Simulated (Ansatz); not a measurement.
TiOs:
```cif
data_OsTi
_chemical_formula_sum 'Os1 Ti1'
_space_group_name_H-M_alt 'Pm-3m'
_space_group_IT_number 221
_space_group_name_Hall '-P 4 2 3'
_cell_length_a 3.08032
_cell_length_b 3.08032
_cell_length_c 3.08032
_cell_angle_alpha 90.000
_cell_angle_beta 90.000
_cell_angle_gamma 90.000
loop_
_atom_site_label
_atom_site_type_symbol
_atom_site_symmetry_multiplicity
_atom_site_Wyckoff_symbol
_atom_site_fract_x
_atom_site_fract_y
_atom_site_fract_z
_atom_site_occupancy
Os1 Os 1 a 0.00000 0.00000 0.00000 1
Ti1 Ti 1 b 0.50000 0.50000 0.50000 1
```

Relaxed with r²SCAN.

**Question.** Tabulate the valence density and the electron localisation function along the shortest Os–Ti contact (2.67 Å), DFT-r²SCAN in the program Ansatz with PAW potentials.

**Answer.** 

```csv
distance from Os (Å),density (e/Å³),ELF
0.27,7.87,0.52
0.40,7.21,0.68
0.53,5.65,0.73
0.67,3.71,0.70
0.80,2.06,0.60
0.93,1.11,0.46
1.07,0.69,0.39
1.20,0.48,0.38
1.33,0.38,0.35
1.47,0.34,0.23
1.60,0.37,0.15
1.73,0.53,0.19
1.87,1.11,0.41
2.00,2.53,0.63
2.13,4.79,0.67
2.27,7.28,0.53
2.40,9.10,0.22
```

The density is the valence pseudo-density with augmentation charge, so density and ELF within about 1 Å of a nucleus are not all-electron values.

The workflow started from an entry of the Crystallography Open Database (COD). Whether it is the stable phase at ambient conditions was not checked. The cell was relaxed with r²SCAN under the symmetry of its start; whether a distortion lowers the energy is not shown. No spin polarisation was allowed. Spin–orbit coupling is left out wherever it is not named.

Potentials: the later of the program's two PAW sets.
